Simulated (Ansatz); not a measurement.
One crystal and one scan (energy over volume and axial ratio) at two levels, PBEsol (plane waves to 420 eV, PAW, scalar-relativistic; Ansatz, a program for electronic structure) and r2SCAN (plane waves to 500 eV, PAW, scalar-relativistic; Ansatz), each from its own relaxed cell and on its own mesh.

The crystal is BaZrO3 (cubic perovskite); volume and axial ratio are varied about the relaxed values (subscript 0).

Energies are smeared free energies. BaZrO3 is run without spin polarisation. BaZrO3 was relaxed with its symmetry unable to fall.

| quantity | run 1 | run 2 |
|---|---|---|
| Lattice constant a (Å) | 4.205 | 4.181 |
| Shear modulus C′ = (C11 − C12)/2 (fit, atoms clamped) (GPa) | 117 | 120 |

**Question.** Which run is which level?

**Answer.** Run 2 is PBEsol, run 1 is r2SCAN. PBEsol gives the higher value for: shear modulus C′. PBEsol gives the lower value for: lattice constant a. Neither level is exact: the differences show how much the result hangs on the functional.

(Under strain, the slope of the energy per volume gives the stress and its curvature an elastic modulus.)
